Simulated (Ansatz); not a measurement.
Values for one crystal, relaxed and computed with LDA (plane waves, PAW; program Ansatz); other levels are named.

* **Volume per atom**: 24.70 Å³
* **Band gap**: 0.23 eV (indirect)
* **Electron effective mass**: 0.53, 0.96, 1.6 mₑ (principal values)
* **Valence-band maximum**: off the standard path, at k = (0.135, 0.276, 0.182)
* **Formation energy from the elements (no fitted shifts)**: -0.083 eV/atom
* **Hole effective mass**: 0.34, 0.49, 2.1 mₑ (principal values)
* **Smallest direct gap on the standard path**: 0.71 eV

Question: Pick the material that matches.
A) TePb2Se, R-3m (Te on 3b, Pb on 6c, Se on 3a)
B) ReTe2, P-1 (Pearson symbol aP12)
C) Mg4Te3S, Pmm2 (Pearson symbol oP8)
D) BaTe, rock salt

Answer: B, ReTe2, P-1 (Pearson symbol aP12)

The first step of the workflow began from a Materials Project structure, measured or hypothetical; the Crystallography Open Database copy checked does not list it. Whether it is the stable phase at ambient conditions was not checked. The cell was relaxed with LDA under the symmetry of its start; its stability against distortions is not shown here. The run is not spin-polarised. A crystal of weakly bound layers computed without a dispersion correction: the cell and the soft elastic constants depend strongly on that. The references are the lowest solids computed at this level, not always the standard phases. Spin–orbit coupling is left out wherever it is not named.

Potentials: the later of the program's two PAW sets.
